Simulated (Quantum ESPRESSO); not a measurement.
# Planted mistakes on one cell of Mg3O2F2

Calculated results; nothing here was measured. They come from pw.x of Quantum ESPRESSO 7.5, a plane-wave density functional program, with PseudoDojo standard norm-conserving files (v0.5 for PBE, v0.4.1 for LDA and PBEsol). The cells are made up: elements, strain and atom displacements were drawn at random, and nothing was relaxed. There is no spin polarisation, spin-orbit coupling or dispersion term.

The cell has 8 sites of a zincblende or diamond lattice. Sites 1 to 4 hold Mg empty Mg Mg; sites 5 to 8 hold O F F O. Cell vectors in Å: (4.390, 0.000, 0.000); (0.000, 4.390, 0.000); (0.000, 0.000, 4.390). Settings: PBE, cutoff 1143 eV, 4 x 4 x 4 k mesh shifted by half a step, Fermi-Dirac smearing of 0.025 eV.

The intended run has a self-consistency threshold of 1e-07 eV, a smearing term of 0.000 eV, a pressure of 13.89 GPa and 11 iterations. Each further run changes one thing: all lengths scaled by 0.9858; atoms of sites 6 and 8 exchanged; cutoff 729 eV; files of LDA; k mesh 1 x 1 x 1; one electron removed; smearing 0.75 eV; threshold 0.04 eV. A coarse mesh keeps the shift, and a charged cell sits in a uniform background.

```
run  change of free energy (eV)  smearing term -TS (eV)  change of P (GPa)  largest change of a force component (eV/Å)  iterations
  A                       0.013                   0.000              -0.37                                       0.298           5
  B                       0.205                   0.000              -0.39                                       1.827          11
  C                       0.040                   0.000               0.28                                       0.396          10
  D                       0.377                   0.000               6.34                                       0.630          11
  E                      -0.224                  -0.904               1.35                                       0.227          11
  F                      14.785                   0.000              -7.45                                       0.330          11
  G                       7.711                   0.000             -92.16                                       0.146          10
  H                      -4.176                  -0.015             -17.32                                       1.561          12
```

A rerun of the intended cell at 1437 eV and k mesh 6 x 6 x 6 moved values by no more than 0.003 eV in the cell's energy, 0.05 GPa in stress and 0.006 eV/Å in force.

Question: which change belongs to which run?

## Worked reading

Run A has the fewest iterations, as a run stopped early does. Run E has the largest smearing term, as wide smearing gives. Run G has a higher energy and the largest fall in pressure, as too small a basis gives. Run D changes the volume by a factor of 0.9580; minus its pressure change over the logarithm of that factor, 148 GPa, is a rough bulk modulus with clamped atoms. Energies from files of another functional, or of a charged cell, have another zero and say nothing on stability; the pressure of a charged cell rests on the program's zero of potential too.

## Key

```
run                            change
  A                 threshold 0.04 eV
  B  atoms of sites 6 and 8 exchanged
  C                  k mesh 1 x 1 x 1
  D      all lengths scaled by 0.9858
  E                  smearing 0.75 eV
  F                      files of LDA
  G                     cutoff 729 eV
  H              one electron removed
```